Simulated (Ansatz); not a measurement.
Here is the system:

Be$_{2}$C:
```
Be2C
1.0
    0.00000     2.15499     2.15499
    2.15499     0.00000     2.15499
    2.15499     2.15499     0.00000
Be C
2 1
Direct
  0.75000   0.75000   0.75000
  0.25000   0.25000   0.25000
  0.00000   0.00000   0.00000
```

This is the PBEsol-relaxed structure.

**Question.** All from the program Ansatz at the PBEsol level (PAW), unless another level is named. Estimate the band gap.

**Answer.** 1.08 eV (indirect).

**Question.** Give the hole effective mass, band 1 of 3 at the edge.

**Answer.** 0.42 along [100], 3.6 along [110], 0.67 along [111] (mₑ).

**Question.** Give the HSE06 gap on the PBEsol cell.

**Answer.** 1.92 eV.

**Question.** And the formation energy from the elements (no fitted shifts)?

**Answer.** -0.26 eV/atom.

**Question.** Predict the valence-band maximum.

**Answer.** at Γ.

Space group Fm-3m (fluorite or antifluorite type). Symmetry was held in the PBEsol relaxation. The references are the lowest solids computed at this level, not always the standard phases.

Potentials: the earlier of the program's two PAW sets. The files were generated under PBE; for other functionals the program regenerates the frozen cores, and for LDA and PBEsol the local potential too.
